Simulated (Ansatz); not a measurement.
Relaxed-ion elastic tensor of CsCl (CsCl type, Pm-3m) in GPa (Voigt order), the program Ansatz at the PBEsol level (PAW); density 4.15 g/cm³, 33.68 Å³ per atom.

```
37.5   9.0   9.0   0.0   0.0   0.0
 9.0  37.5   9.0   0.0   0.0   0.0
 9.0   9.0  37.5   0.0   0.0   0.0
 0.0   0.0   0.0   8.9   0.0   0.0
 0.0   0.0   0.0   0.0   8.9   0.0
 0.0   0.0   0.0   0.0   0.0   8.9
```

### Question
Is the crystal mechanically stable?

### Answer
Yes: the smallest eigenvalue of C is 8.9 GPa.

### Question
Work out the Voigt, Reuss and Hill averages.

### Answer
K_V = 18.5, K_R = 18.5, K_H = 18.5; G_V = 11.1, G_R = 10.5, G_H = 10.8 GPa.

### Question
Give Young's modulus, Poisson's ratio, Pugh's ratio and the universal anisotropy index.

### Answer
E = 9KG/(3K + G) = 27.1 GPa; ν = 0.26; K/G = 1.71 (near the Pugh limit of 1.75, no verdict); A_U = 5G_V/G_R + K_V/K_R − 6 = 0.27.

### Question
Estimate the sound speeds and the Debye temperature.

### Answer
v_l = √((K + 4G/3)/ρ) = 2810 m/s, v_t = √(G/ρ) = 1610 m/s, mean 1790 m/s; Θ = (h/k)(3n/4πV)^(1/3) v_m = 165 K.

### Question
Give the Zener ratio and Young's modulus along [100], [110] and [111].

### Answer
A = 2C44/(C11 − C12) = 0.63; 1/E = S11 − 2(S11 − S12 − S44/2)Γ with Γ = 0, 1/4, 1/3 gives 34.0, 25.1, 23.1 GPa.

The cell was relaxed with PBEsol under the symmetry of its start; phonons on a q-mesh show no instability. Spin–orbit coupling is left out wherever it is not named.

Potentials: the later of the program's two PAW sets.
